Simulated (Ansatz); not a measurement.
Ga (bcc type) under strong compression

```
CELL_PARAMETERS angstrom
-1.65067 1.65067 1.65067
1.65067 -1.65067 1.65067
1.65067 1.65067 -1.65067
ATOMIC_POSITIONS crystal
Ga 0.00000 0.00000 0.00000
```

The cell comes from a relaxation on PAW files under the same functional, begun from a prototype that needn't be the stable phase.

Its volume is scaled at fixed shape and fractional positions.

Level of theory: DFT with PBEsol, scalar-relativistic, in Ansatz 0.2.0; a Γ-centred 16×16×16 k mesh, Fermi–Dirac smearing of 0.05 eV, no spin polarisation. LAPW: all electrons, basis error target 1 meV/atom; PAW: frozen-core files, cutoff 420 eV; crystal datasets: all electrons, by PAW datasets that the program makes for each cell; norm-conserving: pseudopotentials, cutoff 1088 eV; PAW (cutoff 300 eV): frozen-core files, cutoff 300 eV.

Energies are extrapolated to zero smearing and count from the unscaled cell; pressure is positive in compression; gaps take the mesh and a band path. No temperature or zero-point motion is included.

The PAW files were made under PBE. The structure type is held throughout; the real material can change phase at far lower pressure.

| V/V0 | V (Å³/atom) | P LAPW (GPa) | ΔE LAPW (eV/atom) | P PAW − LAPW (GPa) | ΔE PAW − LAPW (meV/atom) |
| --- | --- | --- | --- | --- | --- |
| 1.00 | 17.99 | 0.03 | 0.000 | -0.04 | 0.0 |
| 0.95 | 17.09 | 3.39 | 0.009 | -0.05 | -0.3 |
| 0.85 | 15.29 | 14.12 | 0.101 | -0.07 | -0.9 |
| 0.75 | 13.49 | 33.8 | 0.358 | -0.09 | -1.7 |
| 0.65 | 11.69 | 71.5 | 0.925 | -0.16 | -3.0 |
| 0.55 | 9.89 | ? | ? | ? | ? |
| 0.45 | 8.10 | 313.9 | 4.562 | -0.24 | -7.1 |
| 0.40 | 7.20 | 473.9 | 6.737 | -0.08 | -8.3 |

Question: Fit the Vinet equation to the LAPW pressures shown (residuals weighted by 1/(|P| + 0.03·Pmax)), and predict the pressure of the withheld row.

Answer: The fit gives V0 = 18.03 Å³/atom, B0 = 54 GPa and B0′ = 5.51. At 9.89 Å³/atom, x = (V/V0)^(1/3) = 0.8187, and P = 3·B0·(1 − x)/x²·exp[1.5·(B0′ − 1)·(1 − x)] = 149.5 GPa. The run itself gave 147.3 GPa (+1.5 % off) and ΔE = 2.103 eV/atom.

Question: From the table, what is the rise of the enthalpy H = E + pV up to the last row, and how stiff is the crystal between the last two rows?

Answer: ΔH = 6.737 eV + (473.9 GPa × 7.20 Å³ − 0.03 GPa × 17.99 Å³) × 0.006242 eV/(GPa·Å³) = 28.02 eV/atom, of which pV makes 76 %. The mean bulk modulus there is −ΔP/Δln V = 1360 GPa.

Question: At the smallest volume, how far do crystal datasets and norm-conserving and PAW (cutoff 300 eV) lie from LAPW in pressure?

Answer: crystal datasets: 0.00 GPa; norm-conserving: +0.95 GPa; PAW (cutoff 300 eV): +1.86 GPa, on a LAPW pressure of 473.9 GPa.

Question: How do the Löwdin populations by LAPW change from the unscaled cell to the last row?

Answer: Ga 3s 1.99 → 1.94, Ga 4s 1.28 → 0.85, Ga 4p 1.74 → 2.25, Ga 3d 9.99 → 9.95 electrons an atom. These are projections on the shells that the free atoms fill; 0.02 e a cell lies outside them at the start and 0.03 e at the end.
